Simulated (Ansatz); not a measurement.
In$_{2}$O$_{3}$ in space group C2/c (No. 15; In on 8f, O on 8f, O on 4e), the program Ansatz at the PBE level (PAW). The conduction-band minimum lies at Γ, with 1 equivalent valley. Second derivatives d²E/dk² of the lowest band at one valley (eV·Å²), along Cartesian directions:

```
direction  d²E/dk²
---------  -------
[100]        27.36
[010]        25.70
[001]        27.80
[110]        26.53
[101]        25.64
[011]        26.75
```

Task: Find the principal effective masses, the density-of-states mass and the conductivity mass.

Result: Off-diagonal terms follow from H_xy = H[110] − (H_xx + H_yy)/2, and m*/mₑ = 7.620 eV·Å² over each eigenvalue: 0.26, 0.30, 0.30. One valley's DOS mass (m₁m₂m₃)^(1/3) = 0.28, conductivity mass 3/(Σ 1/mᵢ) = 0.28 mₑ.

Task: What effective density of states Nc follows at 300 K for parabolic valleys?

Result: Nc = 2.509e19 × 1 × (0.28)^(3/2) ≈ 3.7e18 cm⁻³.

The start of the workflow was typed in or built on a structure type; neither database checked (COD, Materials Project) lists it. It is not the phase usual at ambient conditions (space group No. 206). Symmetry was held in the PBE relaxation; its stability against distortions is not shown here. Spin–orbit coupling is left out wherever it is not named.

Potentials: the earlier of the program's two PAW sets.

Edges and masses are those of Kohn–Sham bands, whose gap is no quasiparticle gap.
